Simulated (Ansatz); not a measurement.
BAs in space group P6_222 (No. 180; B on 3d, As on 3c) at seven volumes, DFT-PBEsol in the program Ansatz with PAW potentials, shape and atoms relaxed at each. One row is withheld.

```tsv
V (Å³/atom)	P (GPa)
11.433	16.94
11.810	10.39
12.187	4.79
12.564	0.00
12.941	?
13.318	-7.58
13.695	-10.55
```

Q: Fit the shown pressures and predict the withheld one.

A: P = (3/2)B₀(x^(7/2) − x^(5/2))[1 + (3/4)(B′ − 4)(x − 1)] with x = (V₀/V)^(2/3). Least squares on the six rows gives V₀ = 12.565 Å³/atom, B₀ = 147 GPa, B′ = 4.23. At V = 12.941, x = 0.9805 and P = -4.07 GPa. The run itself gave -4.09 GPa.

The cell is a constructed one: a structure type filled with these elements; neither database checked (COD, Materials Project) lists it. It is not the phase usual at ambient conditions (space group No. 216). Symmetry was held in the PBEsol relaxation; its stability against distortions is not shown here.

Potentials: the later of the program's two PAW sets.
